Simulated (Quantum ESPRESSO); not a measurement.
Simulation results for TiIn$_{2}$Cu$_{2}$SnMo$_{2}$ (simulated cell)

Calculation on a made-up metal alloy cell, not a measurement: no spin or spin-orbit, unrelaxed, 2900 K smearing, stress positive in tension, cell energy less fitted offsets; periodic Kohn-Sham density functional theory in plane waves with PseudoDojo standard norm-conserving scalar-relativistic pseudopotentials, each functional with its own files (v0.5 for PBE, v0.4.1 for LDA and PBEsol), eight atoms on drawn sites of a strained close-packed or body-centred lattice, each displaced and held fixed; the energy is the cell's free energy, ions and the entropy term -TS included, at the stated Fermi-Dirac width, less a fixed offset for each atom's element (shifted free energy); compositions with an open d shell lost a parallel starting moment in a cheaper test run, and other magnetic orders were not tried; an error bar is the largest change of its kind in a tighter rerun, never given below 0.002 eV, 0.02 GPa or 0.003 eV/angstrom, and covers cutoff and k-mesh only, not smearing or the files. Program: Quantum ESPRESSO 7.5.

Entry: TiIn$_{2}$Cu$_{2}$SnMo$_{2}$ (simulated cell)

```
TiIn2Cu2SnMo2
1.0
      0.0280     2.1439     2.1272
      0.0016     4.2130    -4.1796
     -8.3115    -2.1640     2.0356
Ti In Mo Cu In Sn Cu
1 1 2 1 1 1 1
Direct
  -0.02091 0.00907 0.02008
  0.00189 0.24144 0.50038
  0.06501 0.50983 0.01016
  0.00077 0.74014 0.51270
  0.50831 0.13810 0.75370
  0.41440 0.36849 0.24029
  0.51352 0.62703 0.75421
  0.54254 0.87913 0.25149
```

| Item | Value |
| --- | --- |
| lattice type | face-centred cubic |
| functional | pbe |
| cutoff | 1252 eV |
| fermi dirac smearing | 0.25 eV |
| electrons removed | 0 |
| run command | mpirun -np 4 pw.x -nk 4 -in in |
| run processor | AMD EPYC, Zen 5, virtual cores |
| k mesh | 8 x 4 x 3 shifted half a step off Gamma on each axis |
| entropy term negative ts | -1.424 eV |
| pressure | -4.79 GPa |
| stress xx | 2.12 GPa |
| stress yy | 6.49 GPa |
| stress zz | 5.77 GPa |
| stress yz | -2.27 GPa |
| stress xz | 0.93 GPa |
| stress xy | 2.04 GPa |
| shifted free energy | 0.511 eV |

Atoms:
```tsv
atoms element	atom site	atom energy offset (eV)
Ti	1	-1615.4
In	2	-1808.02
Mo	3	-1911.95
Mo	4	-1911.95
Cu	5	-5159.25
In	6	-1808.02
Sn	7	-2144.16
Cu	8	-5159.25
```

Forces:
```tsv
site	x (eV/Å)	y (eV/Å)	z (eV/Å)
1	1.189	-0.578	0.233
2	0.325	-1.184	1.086
3	1.207	0.049	-1.109
4	0.118	0.34	-0.549
5	-0.374	-0.18	0.181
6	-1.365	1.568	0.414
7	-1.233	0.408	-0.452
8	0.132	-0.423	0.195
```

Notes: the copper pseudopotential is less sure than most, with forces differing by about three percent and pressure by about two GPa from a second method on plain copper; the tin pseudopotential is less sure than most, with forces differing by about three percent from a second method on plain tin; a spin test at this wide smearing found no moment, but such smearing suppresses magnetism that the real alloy may have; lattice, volume and sites are drawn at random and may be unstable or far from any real phase; energies are for the whole cell, less offsets fitted to these runs, so they are not formation energies; error bars: energy 0.0026 eV, stress 0.02 GPa, force 0.005 eV/Å, from a tighter rerun of this cell; 19 SCF iterations, 169 s of wall time on a shared machine.
